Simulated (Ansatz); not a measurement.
# InP₃: how the energy converges with the cutoff

InP₃, R-3m, a = 7.449 Å, c = 9.885 Å. The structure is a COD entry; whether it is the stable form wasn't checked. Ansatz: PBEsol, PAW, cutoff varied, Γ-centred 6×6×6 mesh on 8 atoms, Gaussian smearing 0.10 eV; no spin polarisation. Single points at one geometry, the cutoff alone changed; ΔE is the energy at zero smearing over the run at 850 eV (runs within 0.3 meV/atom of it are left out). The runs up to 380 eV lie under the cutoff recommended for these PAW datasets.

```tsv
cutoff (eV)	ΔE (meV/atom)
150	14827.29
200	2452.68
250	371.59
300	?
350	6.91
380	2.47
420	0.93
460	0.52
```

**Question.** Assume ΔE falls exponentially with the cutoff, fit y = ln ΔE against x, the cutoff in eV, to the other rows, and predict the missing value.

**Answer.** y = 9.604, 7.805, 5.918, 1.933, 0.904, -0.073, -0.654. Means x = 315.7, y = 3.6339; Σ(Δx)² = 82171, ΣΔxΔy = -2861; the slope is their ratio. y = 14.63 − 0.03482 x, a factor of ten per 66 eV. At 300 eV this gives ΔE = 65.63 meV/atom. The run gave 50.58, a ratio of 1.30. Between neighbouring rows the decay runs from a factor of ten per 58 eV to one per 158 eV, so one exponential is only a rough guide. The fast fall gives way to a slow tail.

Cost: 12 runs of about 6 core-minutes in all, on Intel Xeon Processor @ 2.50GHz (Skylake/Cascade Lake) (shared hosts).